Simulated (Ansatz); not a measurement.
PbI₂ (CdI2 type)

```yaml
crystal:
  lattice:
    - [4.43966, 0.00000, 0.00000]
    - [-2.21983, 3.84486, 0.00000]
    - [0.00000, 0.00000, 6.74199]
  atoms:
    - { symbol: Pb, position: [0.00000, 0.00000, 0.00000] }
    - { symbol: I, position: [0.33333, 0.66667, 0.28024] }
    - { symbol: I, position: [0.66667, 0.33333, 0.71976] }
```

The slice is a (0001) plane (indices of the conventional cell) through the point (0.667, 0.333, 0.720) (fractional), spanned by u = [110] and v = [1 -1 0] in vectors of this cell: u (4.44 Å) and v (7.69 Å, at 90° to u). It covers one period; positions are fractions (u, v).

All values below come from PBEsol-D3(BJ) (plane waves to 420 eV, PAW, scalar-relativistic; Ansatz, a first-principles code). k mesh 9×9×5. Near the nuclei the fields are pseudised (PAW); where an atom keeps semicore shells as valence, they peak there. PbI2 was relaxed with its symmetry unable to fall. Spin-orbit coupling is left out, though I and Pb are heavy. The PAW data are Ansatz's earlier set.

Task: Sketch the valence electron density on this plane as a map.

Result: 
```
|986431113468|
|655421112455|
|443321112334|
|322111111122|
|111111111111|
|000123332100|
|001234443210|
|012355655321|
|013468986431|
|113569996531|
|113468986431|
|112455655421|
|112334443321|
|111122322111|
|111111111111|
|332100000123|
|443210001234|
|655321012355|
|986431013468|
|996531113569|
```
Scale: ten equal steps from -1.79 (start of '0') to 1.15 (end of '9'), in the order '0123456789'. Values: log₁₀ of the valence density in e/Å³. The map has 12 points along u (one character each, u = 0 at the left) and 20 along v (v = 0 in the bottom row). The scale is logarithmic, as a density can span decades between atoms and voids.
